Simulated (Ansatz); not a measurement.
Computed with DFT PBE, scalar-relativistic, plane waves, PAW (Ansatz). Settings: cutoff 420 eV, Γ-centred meshes spaced at most about 0.3 Å⁻¹, and about 0.25 Å⁻¹ or finer for metals (2π included), Gaussian smearing. Collinear spin in cells that started with moments and kept them past the coarse steps, no spin elsewhere.

Temperature and zero-point effects are left out. All come from trial cells, and lower structures may exist.

Question: Order these relaxed structures of RuBrCl4 by energy, lowest first, with the energy over the lowest of them.
A. Space group P-43m (No. 215), cubic, a = 5.997 Å. Ru is surrounded by 4 Cl at 2.18 Å; around Br lie 4 Cl at 3.01 Å; Cl has 1 Ru at 2.18 Å and 1 Br at 3.01 Å.
B. Space group P4/mmm (No. 123), tetragonal, a = 4.119 Å, c = 10.118 Å. Ru is surrounded by 8 Cl at 2.50 Å; Br has 4 Br at 4.12 Å and 8 Cl at 4.18 Å (long contacts); Cl is surrounded by 2 Ru at 2.50 Å, 5 Cl at 2.83–2.91 Å, 8 Cl at 4.06–4.12 Å and 2 Br at 4.18 Å.

Answer: A (0 meV/atom), B (273 meV/atom). Forms: A P-43m, no spin; B P4/mmm, moments up to 0.8 μB. Counting Br or Cl atoms around Ru (for each partner element, those within 1.25 times its shortest distance or 1.15 times the sum of covalent radii, where it is the nearest in units of that sum or under 1.3): A has Ru 4; B has Ru 8.

Weakly bound directions are ill-defined at this level, which has no dispersion term (P-43m, P4/mmm), and this can change margins and order among such cells. In P-43m an odd number of electrons in the primitive cell allows no gap without spin; a larger cell or a magnetic state could open one. Another magnetic order may lie lower. Cells relaxed within their symmetry can be saddle points. Some structure types and database cells were kept out of the candidates from the start, so a known form may be missing.
